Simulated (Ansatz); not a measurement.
Si2Os:
```
CELL_PARAMETERS angstrom
      5.06150    -4.05362     0.00000
      5.06150     4.05362     0.00000
      0.00000     0.00000     8.20740
ATOMIC_POSITIONS crystal
  Si 0.82030 0.92599 0.72370
  Si 0.17970 0.07401 0.27630
  Si 0.67970 0.57401 0.22370
  Si 0.32030 0.42599 0.77630
  Si 0.92599 0.82030 0.27630
  Si 0.07401 0.17970 0.72370
  Si 0.57401 0.67970 0.77630
  Si 0.42599 0.32030 0.22370
  Si 0.14941 0.59370 0.05895
  Si 0.85059 0.40630 0.94105
  Si 0.35059 0.90630 0.55895
  Si 0.64941 0.09370 0.44105
  Si 0.59370 0.14941 0.94105
  Si 0.40630 0.85059 0.05895
  Si 0.90630 0.35059 0.44105
  Si 0.09370 0.64941 0.55895
  Os 0.18772 0.81228 0.81839
  Os 0.81228 0.18772 0.18161
  Os 0.31228 0.68772 0.31839
  Os 0.68772 0.31228 0.68161
  Os 0.71441 0.71441 0.50000
  Os 0.28559 0.28559 0.50000
  Os 0.78559 0.78559 0.00000
  Os 0.21441 0.21441 0.00000
```

Plane-wave PAW PBEsol (Ansatz code) gives a gap of 0.79 eV without spin–orbit coupling, maximum on the Γ–Z line, 64 % of the way from Γ, minimum at Y.

**Question.** What happens when spin–orbit coupling is switched on?

**Answer.** The gap drops by 0.01 eV, to 0.78 eV; maximum on the Γ–Z line, 65 % of the way from Γ, minimum at Γ.

**Question.** Give the electron effective mass with spin–orbit coupling.

**Answer.** 0.39, 0.39, 0.58 mₑ (principal values).

**Question.** Give the hole effective mass with spin–orbit coupling.

**Answer.** 0.45, 0.60, 0.67 mₑ (principal values).

Space group Cmce. The first step of the workflow began from a Materials Project structure, measured or hypothetical; the Crystallography Open Database copy checked does not list it. Whether it is the stable phase at ambient conditions was not checked. Symmetry was held in the PBEsol relaxation; its stability against distortions is not shown here. No spin polarisation was allowed.

Potentials: the later of the program's two PAW sets.
